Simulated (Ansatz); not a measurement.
Relaxed-ion elastic tensor of ZnO in space group P6_3mc (No. 186; Zn on 2a, Zn on 2b, O on 2a, O on 2b) in GPa (Voigt order), DFT-PBE in the program Ansatz with PAW potentials; density 5.49 g/cm³, 12.32 Å³ per atom.

```csv
,1,2,3,4,5,6
1,188,110,88.8,0.0,0.0,0.0
2,110,188,88.8,0.0,0.0,0.0
3,88.8,88.8,209,0.0,0.0,0.0
4,0.0,0.0,0.0,36.1,0.0,0.0
5,0.0,0.0,0.0,0.0,36.1,0.0
6,0.0,0.0,0.0,0.0,0.0,39.1
```

Is the crystal mechanically stable?

Yes: the smallest eigenvalue of C is 36.1 GPa.

Work out the Voigt, Reuss and Hill averages.

K_V = 129, K_R = 129, K_H = 129; G_V = 42.1, G_R = 40.6, G_H = 41.3 GPa.

Give Young's modulus, Poisson's ratio, Pugh's ratio and the universal anisotropy index.

E = 9KG/(3K + G) = 112 GPa; ν = 0.36; K/G = 3.12 (ductile by the Pugh limit of 1.75); A_U = 5G_V/G_R + K_V/K_R − 6 = 0.19.

Estimate the sound speeds and the Debye temperature.

v_l = √((K + 4G/3)/ρ) = 5790 m/s, v_t = √(G/ρ) = 2750 m/s, mean 3090 m/s; Θ = (h/k)(3n/4πV)^(1/3) v_m = 398 K.

Solve the Christoffel equation for the three sound speeds along x, y, z.

Eigenvalues of C_ijkl n_j n_l equal ρv² (piezoelectric stiffening left out). In km/s, slowest first: x 2.56, 2.67, 5.86; y 2.56, 2.67, 5.86; z 2.56, 2.56, 6.17.

How much does each axis shrink under pressure?

Linear compressibilities β_i = Σ_j S_ij (j = 1 to 3): x 2.6, y 2.6, z 2.6 per TPa.

The cell is a constructed one: a structure type filled with these elements. Its sites differ from those of the usual phase in this space group: another stacking or structure type. The cell was relaxed with PBE under the symmetry of its start; its stability against distortions is not shown here.

Potentials: the later of the program's two PAW sets.
